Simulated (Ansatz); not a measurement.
One crystal and one scan (frozen-phonon scan) at two levels, PBE (plane waves to 420 eV, PAW, scalar-relativistic; Ansatz, a program for electronic structure) and r2SCAN (plane waves to 500 eV, PAW, scalar-relativistic; Ansatz), each from its own relaxed cell and on its own mesh. The cell shown is that of PBE.

Relaxed TiN (rock salt):

```xyz
4
Lattice="0.0000 4.2467 4.2467 2.1234 2.1234 4.2467 2.1234 2.1234 0.0000" Properties=species:S:1:pos:R:3 pbc="T T T"
N      0.0000     0.0000     0.0000
N      2.1234     4.2467     6.3701
Ti     2.1234     6.3701     6.3701
Ti     2.1234     4.2467     4.2467
```

The atoms are displaced by Q × the pattern below (from a DFPT mode at X = (0.5, 0.5, 0.0), largest move 1; Q in Å), at fixed cell. (q is in reciprocal vectors of the primitive cell; the cell shown is doubled to hold the pattern.)

```csv
atom,x,y,z
N1,0.000,0.000,1.000
N2,0.000,0.000,-1.000
Ti3,0.000,0.000,-0.058
Ti4,0.000,0.000,0.058
```

The PAW data are Ansatz's earlier set. TiN is run without spin polarisation. TiN was relaxed with its symmetry unable to fall. With partly filled bands, energies and forces of such displacements shift with the k mesh and the smearing. Percentages come from the unrounded values.

Results of PBE:

- Lattice constant a (Å) = 4.247
- Harmonic wavenumber from the curvature (finite differences) (cm⁻¹ (negative: imaginary)) = 543
- Shape of the curve = a single well with its minimum at or next to zero displacement

**Question.** Estimate the r2SCAN values.

**Answer.** 
```tsv
quantity	r2SCAN	PBE − r2SCAN
Lattice constant a (Å)	4.233	+0.014 (+0.3 %)
Harmonic wavenumber from the curvature (finite differences) (cm⁻¹ (negative: imaginary))	566	-23 (-4.0 %)
```

PBE gives the higher value for: lattice constant a. PBE gives the lower value for: harmonic wavenumber from the curvature. Both give the same shape of the curve: a single well with its minimum at or next to zero displacement. Neither level is exact: the differences show how much the result hangs on the functional.

(A displaced cell: forces are minus the slopes of the energy, force constants its curvatures, and phonons follow from these.)
